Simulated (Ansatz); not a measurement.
Each is relaxed and computed with plane-wave PAW HSE06 (Ansatz code). Which alone has a direct gap?
A. TlBr, rock salt
B. CdS, rock salt
C. CaS, rock salt
D. AgBr, rock salt

A, TlBr, rock salt. TlBr: gap 2.99 eV (direct); AgBr: gap 2.04 eV (indirect); CdS: gap 1.23 eV (indirect); CaS: gap 3.41 eV (indirect). Not the usual ambient phase: CdS, rock salt. Standing as an ambient phase not checked: TlBr, rock salt. All cells were relaxed under the symmetry of their starts (and spin orders); stability against distortions was not tested throughout. Rows with no word on spin ran without spin polarisation. Spin–orbit coupling is left out wherever it is not named.

Potentials: the later of the program's two PAW sets.
